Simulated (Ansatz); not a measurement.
NbP (CsCl type, Pm-3m) at seven volumes, PBEsol (plane waves, PAW; program Ansatz), scaled uniformly. One row is withheld.

```
V (Å³/atom)  P (GPa)
-----------  -------
13.276         23.96
13.713             ?
14.151          6.74
14.589          0.00
15.026         -5.75
15.464        -10.66
15.902        -14.85
```

Task: Fit the shown pressures and predict the withheld one.

Result: P = (3/2)B₀(x^(7/2) − x^(5/2))[1 + (3/4)(B′ − 4)(x − 1)] with x = (V₀/V)^(2/3). Least squares on the six rows gives V₀ = 14.589 Å³/atom, B₀ = 207 GPa, B′ = 4.31. At V = 13.713, x = 1.0421 and P = 14.65 GPa. The run itself gave 14.67 GPa.

The cell is a constructed one: a structure type filled with these elements; neither database checked (COD, Materials Project) lists it. COD files the formula under space group No. 141, so this cell is another polymorph or a model. Its standing as an ambient phase is unchecked. The PBEsol relaxation kept the symmetry of its start; of distortions, only those at the zone centre were tested. No spin polarisation was allowed.

Potentials: the later of the program's two PAW sets.
